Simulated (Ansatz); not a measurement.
This is a zone-centre phonon calculation by perturbation theory with Ansatz on a 6-atom cell of CaCdF4 built on the fluorite structure (relaxed group P4/mmm); the level of theory is PBEsol. The cell was relaxed beforehand with PBEsol.

input.yaml:
```yaml
crystal:
  lattice:
    - [3.8224239234, 0.0, 0.0]
    - [0.0, 3.8224239234, 0.0]
    - [0.0, 0.0, 5.4044662392]
  atoms:
    - { symbol: Cd, position: [0.0, 0.0, 0.0] }
    - { symbol: F, position: [0.0, 0.5, 0.7501050692] }
    - { symbol: F, position: [0.0, 0.5, 0.2498949308] }
    - { symbol: Ca, position: [0.5, 0.5, 0.5] }
    - { symbol: F, position: [0.5, 0.0, 0.2498949308] }
    - { symbol: F, position: [0.5, 0.0, 0.7501050692] }
kpoints:
  mp_grid: { grid: [6, 6, 4] }
hamiltonian:
  xc: pbesol
scf:
  occupations: { method: fixed }
phonons:
  method: dfpt
  dielectric: true
  qpoints: [[0, 0, 0]]
  rigid_motions: translations
```

Wall time 30 s on 1 × NVIDIA H100 80GB HBM3 with 2 threads of AMD EPYC 7R13 Processor (Zen 3), with other jobs on the host, load about 0.7 per core; peak host memory 1.8 GiB.

What the program printed (shortened):
```
Pseudopotential: Cd, paw, valence charge 20, recommended cutoff 420 eV (normal)
Pseudopotential: F, paw, valence charge 7, recommended cutoff 420 eV (normal)
Pseudopotential: Ca, paw, valence charge 10, recommended cutoff 420 eV (normal)
Functional definition: PBEsol
Crystal: 6 atoms, lattice volume = 78.964 Å³
Basis set: ecut = 420 eV, 1523 PW (Γ)
Bands: 35, of which v1, the nominal top of the filled ones, is band 29 counted from 1 (28 counted from 0)
Symmetry: 16 space group operations
k-points: 76 of 144 (irreducible under 1 space group operation, time reversal used)
SCF iter   1: HF=-13186.770707 eV  Δρ=1.54e-2  dr2=1.20e-1
SCF iter   2: HF=-13186.735918 eV  Δρ=2.70e-3  dr2=2.57e-3
SCF iter   3: HF=-13186.735658 eV  Δρ=1.14e-3  dr2=7.16e-4
SCF iter   4: HF=-13186.735631 eV  Δρ=4.31e-4  dr2=1.15e-4
SCF iter   5: HF=-13186.735632 eV  Δρ=7.39e-5  dr2=5.78e-6
SCF iter   6: HF=-13186.736110 eV  Δρ=1.88e-5  dr2=4.69e-7
SCF iter   7: HF=-13186.736111 eV  Δρ=4.07e-6  dr2=1.54e-8
SCF iter   8: HF=-13186.736111 eV  Δρ=7.24e-7  dr2=3.80e-10
SCF iter   9: HF=-13186.736111 eV  Δρ=1.31e-7  dr2=1.50e-11
SCF 1 converged in 9 iterations: F = -13186.736111 eV  dr2 = 1.50e-11
SCF 1 converged in 4 iterations: F = -13186.669506 eV  dr2 = 4.06e-8
SCF converged after 9 iterations
Free energy (F): -13186.736111 eV
Fermi energy:    5.069477 eV
--- Band table (eV; the first three rows and the last of 76) ---
  k-point 0: bands = […, 4.2292, 4.2673, 4.2673, 4.5967, 4.8823, 4.8823, 9.2134, 13.2426, 14.3835, 15.1832, …]
  k-point 1: bands = […, 3.7060, 4.2415, 4.2415, 4.5905, 4.8249, 4.8249, 9.7445, 13.1829, 14.0830, 14.3800, …]
  k-point 2: bands = […, 3.7319, 4.1723, 4.1723, 4.5863, 4.7686, 4.7686, 10.4251, 12.5079, 13.9177, 14.3765, …]
  k-point 75: bands = […, 3.9579, 3.9579, 4.3343, 4.4714, 4.5363, 5.0695, 12.9284, 13.1135, 14.3689, 14.3689, …]
--- Phonons (Γ-DFPT): 7 representative perturbations + reference ---
  Γ frequencies (cm⁻¹): 0.00 0.00 0.00 109.78 136.17 136.17 149.97 149.97 208.24 240.27 240.27 277.18 305.21 305.21 308.63 332.71 332.71 390.18
  ε∞ (high-frequency dielectric tensor):
        2.592442     0.000000     0.000000
        0.000000     2.592442     0.000000
        0.000000     0.000000     2.577647
  ε⁰ (static dielectric tensor: ions relaxed, cell fixed):
        8.554701     0.000000     0.000000
        0.000000     8.554701     0.000000
        0.000000     0.000000     8.543005
  ε⁰ − ε∞ (ionic part):
        5.962259     0.000000     0.000000
        0.000000     5.962259     0.000000
        0.000000     0.000000     5.965358
  Born effective charges Z* (e; rows j = field, columns β = displacement):
    site 0:
         2.48947    0.00000    0.00000
         0.00000    2.48947    0.00000
         0.00000    0.00000    2.27934
    site 1:
        -1.16309    0.00000    0.00000
         0.00000   -1.26724    0.00000
         0.00000    0.00000   -1.21146
    site 2:
        -1.16309    0.00000    0.00000
         0.00000   -1.26724    0.00000
         0.00000    0.00000   -1.21146
    site 3:
         2.37117    0.00000    0.00000
         0.00000    2.37117    0.00000
         0.00000    0.00000    2.56652
    site 4:
        -1.26724    0.00000    0.00000
         0.00000   -1.16309    0.00000
         0.00000    0.00000   -1.21146
    site 5:
        -1.26724    0.00000    0.00000
         0.00000   -1.16309    0.00000
         0.00000    0.00000   -1.21146
  ε∞ is read to err by 5.0e-3, Z* by 2.3e-2 e
  optical modes at Γ without the LO–TO term, one row a degenerate level:
      ω (cm⁻¹)  modes    IR ((D/Å)²/amu)
        109.78      1             0.0000
        136.17      2             1.0334
        149.97      2             0.0000
        208.24      1             6.4542
        240.27      2            22.1777
        277.18      1             5.5329
        305.21      2             0.0000
        308.63      1             0.0000
        332.71      2             0.1772
        390.18      1             0.0000
  optical modes at Γ + LO–TO along q̂ = [1.0000, 0.0000, 0.0000]:
      ω (cm⁻¹)  modes    IR ((D/Å)²/amu)
        109.78      1             0.0000
        136.17      1             0.5167
        140.96      1             0.0305
        149.97      2             0.0000
        208.24      1             6.4542
        240.27      1            11.0889
        277.18      1             5.5329
        305.21      2             0.0000
        308.63      1             0.0000
        331.62      1             0.0536
        332.71      1             0.0886
        390.18      1             0.0000
        423.05      1            11.6101
  optical modes at Γ + LO–TO along q̂ = [0.0000, 1.0000, 0.0000]: as above
  optical modes at Γ + LO–TO along q̂ = [0.0000, 0.0000, 1.0000]:
      ω (cm⁻¹)  modes    IR ((D/Å)²/amu)
        109.78      1             0.0000
        136.17      2             1.0334
        149.97      2             0.0000
        240.27      2            22.1777
        243.23      1             0.2089
        305.21      2             0.0000
        308.63      1             0.0000
        332.71      2             0.1772
        390.18      1             0.0000
        432.02      1            11.7781
```

The rows of the band table are 0: (0, 0, 0) = Γ, 1: (0, 0, 1/4), 2: (0, 0, -1/2), 75: (-1/2, -1/2, -1/2).

The zone-centre optical frequencies run from 110 to 390 cm⁻¹, none imaginary (the rest of the zone wasn't tested). With the long-range field the highest mode reaches 432 cm⁻¹. ε∞: 2.59 along x and y, 2.58 along z. With the ions relaxed, ε⁰ is 8.6 along x and y, 8.5 along z. Born charges, averaged over directions: Cd +2.42, F -1.21, Ca +2.44 e. The program notes that the ground state's band table doesn't vouch for all the bands that the response reads.

The calculation is spin-unpolarised, and the structure need not be a phase that has been made.

Spin-orbit coupling is left out.
